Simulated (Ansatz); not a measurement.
W$_{2}$N:
Space group P4/mmm (No. 123); a = b = 2.984 Å, c = 4.187 Å, α = β = γ = 90.00°

```csv
atom,site,symmetry,x,y,z
W,1a,4/mmm,0.0000,0.0000,0.0000
W,1d,4/mmm,0.5000,0.5000,0.5000
N,1c,4/mmm,0.5000,0.5000,0.0000
```

This is the PBE-relaxed structure.

All from PBE in the plane-wave PAW code Ansatz, unless another level is named. Give the electronic character.

metallic (no gap).

Predict the formation energy from the elements (no fitted shifts).

0.009 eV/atom.

Predict the density of states at the Fermi level.

0.54 states/eV per atom (mean over ±0.08 eV).

A made-up cell: these elements were put on the sites of a structure type; neither database checked (COD, Materials Project) lists it. Whether it is the stable phase at ambient conditions was not checked. Symmetry was held in the PBE relaxation; whether a distortion lowers the energy is not shown. No spin polarisation was allowed. With an odd number of electrons in the cell and no spin polarisation, the count alone makes it a metal. The references are the lowest solids computed at this level, not always the standard phases (solids in place of the gases). Scalar-relativistic: spin–orbit coupling is off unless named, which matters more the heavier the elements.

Potentials: the later of the program's two PAW sets.
